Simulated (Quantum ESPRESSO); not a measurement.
Ir3Sn3AlMg, one composition in several site orders

Computed values, not a measurement. The program is pw.x of Quantum ESPRESSO 7.5 (plane-wave density functional theory). The cell is made up: eight metal atoms on a hexagonal close-packed lattice, with elements, volume, strain and displacements drawn at random and not relaxed, so it may be unstable or far from any real phase. PseudoDojo standard norm-conserving files set the functional (PBE unless stated); there is no spin polarisation or spin-orbit coupling, the Fermi-Dirac width of 0.25 eV means electrons at about 2900 K, and the masses in the input are unused placeholders. The tin pseudopotential is less sure than most, with forces differing by about three percent from a second method on plain tin. Heavy elements are run without spin-orbit coupling, which real alloys of them have. A spin test at this wide smearing found no moment, but such smearing suppresses magnetism that the real alloy may have.

The runs put one composition on the sites in different orders. Cell, positions, cutoff, mesh and smearing stay as in the input of run 1; sites are counted in its order. Stress in the tables is positive in tension.

Input of run 1:

```
&control calculation='scf', pseudo_dir='./dojo.nc.sr.pbe.v0_5.standard.upf', outdir='./o', disk_io='medium', tprnfor=.true., tstress=.true. /
&system ibrav=0, nat=8, ntyp=4, nbnd=65, ecutwfc=84.00895049, nosym=.true., tot_charge=0,
 occupations='smearing', smearing='fd', degauss=0.0183746611
/
&electrons conv_thr=1.470e-08, electron_maxstep=70, mixing_beta=0.5 /
ATOMIC_SPECIES
Al 1.0 Al.upf
Ir 1.0 Ir.upf
Mg 1.0 Mg.upf
Sn 1.0 Sn.upf
CELL_PARAMETERS angstrom
0.0854 -0.0305 5.0276
5.9888 0.0396 0.1024
-2.9601 5.056 -0.0828
ATOMIC_POSITIONS angstrom
Ir 0.075 0.0676 0.1987
Sn -1.5488 2.6237 0.0314
Sn 2.9589 0.0858 0.1673
Sn 1.4918 2.49 -0.0054
Al 0.0736 1.5498 2.3836
Mg -1.4186 4.3007 2.4352
Ir 3.1175 1.6598 2.7021
Ir 1.5548 4.3198 2.5473
K_POINTS automatic
5 5 5 1 1 1
```

| run | elements on sites 1 to 8 | free energy less that of run 1 (eV) | -TS (eV) | pressure (GPa) | stress xx (GPa) | stress yy (GPa) | stress zz (GPa) | stress yz (GPa) | stress xz (GPa) | stress xy (GPa) | iterations |
| --- | --- | --- | --- | --- | --- | --- | --- | --- | --- | --- | --- |
| 1 | Ir Sn Sn Sn Al Mg Ir Ir | 0.000 | -1.072 | -4.35 | 3.06 | 0.07 | 9.92 | 1.05 | 0.93 | 2.64 | 12 |
| 2 | Ir Sn Sn Ir Mg Ir Sn Al | 0.080 | -1.039 | -4.34 | 8.84 | 1.39 | 2.79 | -0.57 | -0.82 | -2.67 | 12 |
| 3 | Al Ir Sn Sn Ir Sn Mg Ir | -0.201 | -0.994 | -5.94 | 5.86 | 3.66 | 8.29 | 0.52 | 1.10 | -0.61 | 12 |
| 4 | Ir Sn Ir Sn Mg Sn Ir Al | -0.350 | -0.995 | -5.28 | 3.79 | 7.24 | 4.82 | -0.69 | -0.58 | -0.13 | 12 |
| 5 | Mg Sn Sn Ir Sn Ir Ir Al | -0.088 | -0.983 | -5.51 | 8.10 | 3.22 | 5.22 | -1.52 | 0.35 | -2.31 | 12 |
| 6 | Sn Sn Mg Ir Ir Al Ir Sn | 0.095 | -1.049 | -4.85 | 2.55 | 9.04 | 2.97 | -0.10 | 2.27 | 1.70 | 12 |

Forces Fx Fy Fz (eV/Å):

| site | run 1 | run 2 | run 3 | run 4 | run 5 | run 6 |
| --- | --- | --- | --- | --- | --- | --- |
| 1 | 0.04 0.35 -0.14 | -0.92 -0.48 -0.46 | -1.46 -0.27 -0.17 | -0.84 -0.13 -0.33 | -0.19 -0.81 -1.47 | -0.03 0.79 -1.68 |
| 2 | -0.38 -0.63 -0.33 | 0.58 0.83 -0.14 | -0.25 0.60 0.04 | -0.34 -1.24 -0.57 | -0.55 0.10 -0.37 | 0.19 -0.99 -0.28 |
| 3 | 1.37 -0.41 -0.39 | -0.32 -1.24 -0.07 | 2.27 -0.96 -0.72 | 0.86 -0.59 -0.04 | 0.23 0.05 -0.15 | 0.29 0.41 -0.37 |
| 4 | -0.14 1.34 -0.54 | 0.23 0.78 -0.25 | -0.81 1.65 0.24 | 0.41 0.27 -0.38 | -0.41 0.78 0.06 | -0.25 0.80 0.03 |
| 5 | -0.54 -0.22 0.49 | 0.68 0.74 0.71 | 0.37 0.35 -0.16 | -0.36 0.70 0.81 | 1.14 1.91 1.54 | 0.70 0.33 0.74 |
| 6 | -0.39 -0.37 0.81 | 0.45 -0.61 0.37 | -0.41 -2.00 1.10 | 0.39 0.19 0.70 | -0.41 -0.50 0.09 | 0.11 0.27 0.88 |
| 7 | 0.14 0.59 0.18 | -1.51 1.32 -0.03 | 0.75 0.96 -0.42 | 0.08 0.36 -0.02 | 0.57 -0.09 -0.03 | -0.51 0.13 -0.07 |
| 8 | -0.11 -0.66 -0.09 | 0.82 -1.35 -0.11 | -0.45 -0.35 0.09 | -0.21 0.44 -0.18 | -0.37 -1.44 0.35 | -0.48 -1.74 0.76 |

The sites are displaced and not relaxed, so the energy differences mix bonding between neighbours with strain and are not ordering energies. A rerun of one cell of this series at a higher cutoff and on a denser mesh moved values by no more than 0.005 eV in energy, 0.04 GPa in stress and 0.019 eV/Å in force, and a second program with other atomic files agreed on that cell to 2 % rms in force and 0.5 GPa in pressure.